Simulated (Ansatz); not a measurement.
HfO$_{2}$ in space group P4_2/nmc (No. 137; Hf on 2a, O on 4d), plane-wave PAW r²SCAN (Ansatz code). The conduction-band minimum lies at Γ, with 1 equivalent valley. Second derivatives d²E/dk² of the lowest band at one valley (eV·Å²), along Cartesian directions:

| direction | d²E/dk² |
|---|---|
| [100] | 8.525 |
| [010] | 8.525 |
| [001] | 7.530 |
| [110] | 8.528 |
| [101] | 8.028 |
| [011] | 8.028 |

Task: Find the principal effective masses, the density-of-states mass and the conductivity mass.

Result: Off-diagonal terms follow from H_xy = H[110] − (H_xx + H_yy)/2, and m*/mₑ = 7.620 eV·Å² over each eigenvalue: 0.89, 0.89, 1.0. One valley's DOS mass (m₁m₂m₃)^(1/3) = 0.93, conductivity mass 3/(Σ 1/mᵢ) = 0.93 mₑ.

Task: What effective density of states Nc follows at 300 K for parabolic valleys?

Result: Nc = 2.509e19 × 1 × (0.93)^(3/2) ≈ 2.3e19 cm⁻³.

This is a known high-temperature phase of the composition, computed here at zero pressure and temperature. The r²SCAN relaxation kept the symmetry of its start; its stability against distortions is not shown here. The run is not spin-polarised. Spin–orbit coupling is left out wherever it is not named.

Potentials: the later of the program's two PAW sets.

Edges and masses are those of Kohn–Sham bands, whose gap is no quasiparticle gap.
